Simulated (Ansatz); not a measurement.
# Sb2Mo, one cell by several methods

```xyz
3
Lattice="3.4801 0.0000 0.0000 -1.7401 3.0139 0.0000 0.0000 0.0000 6.4706" Properties=species:S:1:pos:R:3 pbc="T T T"
Mo    0.0000    0.0000    0.0000
Sb    0.0000    2.0092    1.8849
Sb    1.7401    1.0046    4.5858
```

Atom numbers follow the list: Mo1, Sb2, Sb3.

The structure comes from a relaxation in the same program, started in the CdI2 type, and has space group P-3m1. Whether it is a known phase or the ground state wasn't checked.

Spin–orbit coupling is left out, though it moves levels of the heavy atoms by tenths of an eV or more.

Methods: DFT, PBE, PAW with Ansatz's default frozen-core files, scalar-relativistic (Ansatz 0.2.0); DFT, PBE, all-electron LAPW, scalar-relativistic (Ansatz 0.2.0).

For PAW: a Γ-centred 12×12×7 k mesh, Fermi–Dirac smearing of 0.03 eV, cutoff 420 eV, no spin polarisation. LAPW targets a basis error of 0.5 meV/atom. The Ansatz runs share mesh, smearing and spin set-up. Plane-wave (PAW) pressures include the program's estimate of the Pulay term.

Stress and pressure are positive in compression.

Levels count from the Fermi level.

PAW results:

| quantity | PAW |
| --- | --- |
| pressure (GPa) | -0.02 |
| highest filled level at Γ (eV) | -0.202 |
| lowest empty level at Γ (eV) | 2.140 |
| highest filled level at L (eV) | -1.750 |
| lowest empty level at L (eV) | 0.534 |
| highest filled level at H (eV) | -1.826 |
| lowest empty level at H (eV) | 0.425 |

**Question.** What does full-potential LAPW give for the same quantities?

**Answer.** 
| quantity | LAPW |
| --- | --- |
| pressure (GPa) | -0.01 |
| highest filled level at Γ (eV) | -0.202 |
| lowest empty level at Γ (eV) | 2.138 |
| highest filled level at L (eV) | -1.750 |
| lowest empty level at L (eV) | 0.533 |
| highest filled level at H (eV) | -1.826 |
| lowest empty level at H (eV) | 0.425 |
